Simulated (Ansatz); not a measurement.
## Property card for HfC

HfC:
```yaml
crystal:
  lattice:
    - [3.31074, 0.00000, 0.00000]
    - [-1.65537, 2.86719, 0.00000]
    - [0.00000, 0.00000, 5.24476]
  atoms:
    - { symbol: Hf, position: [0.66667, 0.33333, 0.75000] }
    - { symbol: Hf, position: [0.33333, 0.66667, 0.25000] }
    - { symbol: C, position: [0.00000, 0.00000, 0.00000] }
    - { symbol: C, position: [0.00000, 0.00000, 0.50000] }
```

Space group P6_3/mmc (No. 194), NiAs type; conventional cell a = 3.311 Å, b = 3.311 Å, c = 5.245 Å, α = 90.00°, β = 90.00°, γ = 120.00°.

Method: r²SCAN (plane waves, PAW; program Ansatz). Geometry: relaxed at this level of theory. Other levels are named where they apply.

**Cell and energy**

- Volume per atom = 12.45 Å³
- Density = 12.71 g/cm³
- Formation energy from the elements (no fitted shifts) = -0.85 eV/atom

**Electronic structure**

Electronic character: metallic (no gap)
Density of states at the Fermi level: 0.13 states/eV per atom (mean over ±0.08 eV)
Gap with spin–orbit coupling: none (metallic)

**Mechanics**

Bulk modulus (Birch–Murnaghan fit): 242 GPa
Pressure derivative B′: 4.0
Elastic constants (relaxed ions, GPa): C11 = 449, C12 = 129, C13 = 166, C33 = 364, C44 = 174
Mechanical stability: stable (all eigenvalues of C positive)
Hill bulk and shear moduli: 242 and 152 GPa
Young's modulus: 378 GPa
Poisson's ratio: 0.24
Debye temperature from the elastic constants: 493 K

**Phonons**

Highest zone-centre frequency: 625 cm^-1
Zone-centre stability: no imaginary mode at Γ

**Charges**

* **Bader charges**: Hf +1.95, C -1.95 e

The workflow started from a Materials Project entry (that database holds measured and hypothetical structures alike); the Crystallography Open Database copy checked does not list it. It is not the phase usual at ambient conditions (space group No. 225). The r²SCAN relaxation kept the symmetry of its start. The run is not spin-polarised. As this level gives no gap, shear constants depend on the k-mesh and smearing (Fermi–Dirac, 0.1 eV here). As this level gives no gap, phonon frequencies hold no LO–TO term and depend on the k-mesh and smearing (Fermi–Dirac, 0.1 eV here). The references are the lowest solids computed at this level, not always the standard phases. Spin–orbit coupling is left out wherever it is not named.

Potentials: the later of the program's two PAW sets.
